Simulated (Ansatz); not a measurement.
TaRu:
```cif
data_RuTa
_chemical_formula_sum 'Ta1 Ru1'
_space_group_name_H-M_alt 'P4/mmm'
_space_group_IT_number 123
_space_group_name_Hall '-P 4 2'
_cell_length_a 3.02161
_cell_length_b 3.02161
_cell_length_c 3.39189
_cell_angle_alpha 90.000
_cell_angle_beta 90.000
_cell_angle_gamma 90.000
loop_
_atom_site_label
_atom_site_type_symbol
_atom_site_symmetry_multiplicity
_atom_site_Wyckoff_symbol
_atom_site_fract_x
_atom_site_fract_y
_atom_site_fract_z
_atom_site_occupancy
Ta1 Ta 1 d 0.50000 0.50000 0.50000 1
Ru1 Ru 1 a 0.00000 0.00000 0.00000 1
```

Relaxed at zero pressure with plane-wave PAW PBEsol (Ansatz code).

The volume is lowered by 9 % and shape and atoms relax at that volume. What pressure results, and how do the axes share the change?

31.4 GPa; a -3.0 %, b -3.0 %, c -3.3 %; the energy rises by 126 meV/atom.

Give the new structure.


Space group P4/mmm (No. 123); a = b = 2.9307 Å, c = 3.2810 Å, α = β = γ = 90.00°

| atom | site | symmetry | x | y | z |
|---|---|---|---|---|---|
| Ta | 1d | 4/mmm | 0.5000 | 0.5000 | 0.5000 |
| Ru | 1a | 4/mmm | 0.0000 | 0.0000 | 0.0000 |

The phase is kept; no other phase was compared at this pressure.

The workflow started from a Materials Project entry (that database holds measured and hypothetical structures alike); the Crystallography Open Database files this formula in space group No. 123, but the cells were not matched. Its standing as an ambient phase is unchecked. The cell was relaxed with PBEsol under the symmetry of its start; its stability against distortions is not shown here. The run is not spin-polarised. Axis ratios of metals converge slowly with the k-mesh, so a and c are less sure than the volume. Scalar-relativistic: spin–orbit coupling is off unless named, which matters more the heavier the elements.

Potentials: the earlier of the program's two PAW sets. The files were generated under PBE; for other functionals the program regenerates the frozen cores, and for LDA and PBEsol the local potential too.
